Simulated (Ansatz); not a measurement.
WC in space group P-6m2 (No. 187; W on 1a, C on 1f), a = b = 2.9121 Å, c = 2.8363 Å, α = β = 90.00°, γ = 120.00°.

Relaxed with r²SCAN.

**Question.** Tabulate the valence density and the electron localisation function along the shortest W–W contact (2.84 Å), r²SCAN in the plane-wave PAW code Ansatz.

**Answer.** 

| distance from W (Å) | density (e/Å³) | ELF |
|---|---|---|
| 0.28 | 5.17 | 0.32 |
| 0.43 | 5.31 | 0.64 |
| 0.57 | 4.21 | 0.74 |
| 0.71 | 2.63 | 0.67 |
| 0.85 | 1.37 | 0.46 |
| 0.99 | 0.70 | 0.25 |
| 1.13 | 0.46 | 0.21 |
| 1.28 | 0.39 | 0.28 |
| 1.42 | 0.36 | 0.32 |
| 1.56 | 0.39 | 0.28 |
| 1.70 | 0.46 | 0.21 |
| 1.84 | 0.70 | 0.25 |
| 1.99 | 1.37 | 0.46 |
| 2.13 | 2.63 | 0.67 |
| 2.27 | 4.21 | 0.74 |
| 2.41 | 5.31 | 0.64 |
| 2.55 | 5.17 | 0.32 |

The density is the valence pseudo-density with augmentation charge, so density and ELF within about 1 Å of a nucleus are not all-electron values.

Symmetry was held in the r²SCAN relaxation; of distortions, only those at the zone centre were tested. The run is not spin-polarised. Spin–orbit coupling is left out wherever it is not named.

Potentials: the later of the program's two PAW sets.
